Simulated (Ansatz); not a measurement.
TiO2 (I4_1/amd), an elastic constant from a strain scan

Theory: DFT r2SCAN, scalar-relativistic, plane waves, PAW (Ansatz). The runs took a 500 eV cutoff, a Γ-centred 6×6×6 mesh and Gaussian smearing (0.05 eV). No spin polarisation. Energies are free energies at this smearing, counted from the undisturbed cell; pressure is positive in compression.

The starting cell (relaxed at this level):

```xyz
6
Lattice="2.6712 -2.6713 -0.0202 2.6712 2.6713 -0.0202 -2.6353 0.0000 4.8120" Properties=species:S:1:pos:R:3 pbc="T T T"
Ti    2.0123    2.0036    1.1828
Ti    0.6947   -2.0036    3.5889
O    -0.6440   -0.6679    3.1895
O     3.3510    0.6679    1.5823
O     2.0333   -0.6679    3.9883
O     0.6736    0.6679    0.7834
```

The cell is strained by ε times the Voigt pattern (1, 0, 0, 0, 0, 0) (xx, yy, zz, yz, xz, xy; engineering shear) with fractional coordinates fixed. The cell holds 6 atoms in V0 = 68.39 Å³. The stress column is τ = (1/V0) dE/dε, got from the stress tensor σ (compression positive) at each point as −det(1 + εP) σ : P(1 + εP)⁻¹, with P the pattern as a tensor.

```csv
ε,ΔE (meV/atom),τ (GPa)
-0.0600,46.272,-22.738
-0.0450,25.406,-16.441
-0.0300,11.030,-10.571
0.0000,0.000,-0.019
0.0150,2.532,4.701
0.0450,21.789,13.127
0.0600,?,?
```

Which combination of elastic constants does this scan measure, and how large is it?

For small ε, τ = τ0 + Kε with K = pᵀCp, which for this pattern is C11 in the Cartesian frame shown. The parabola through τ at ε = -0.0300, 0 and 0.0150 has slope K = 327 GPa at zero. The energies per cell, E = NΔE, of the same two points give K = 2[E(ε₊)/ε₊ − E(ε₋)/ε₋]/[(ε₊ − ε₋)V0] = 335 GPa, in agreement. These are clamped-ion values.

Predict the withheld row at ε = 0.0600 from the harmonic law, and compare.

ΔE = V0(τ0 ε + Kε²/2)/N = 41.793 meV/atom and τ = 19.60 GPa. The calculation gives 37.819 meV/atom and 16.87 GPa: the energy lies 10 % below the harmonic value, as bonds soften when stretched.

Forces appear on the atoms along this scan, and letting them relax would lower the energy and soften the response.

Cost: 7 runs of about 4.5 core-minutes in all, on Intel Xeon Processor @ 2.50GHz (Skylake/Cascade Lake) (shared hosts).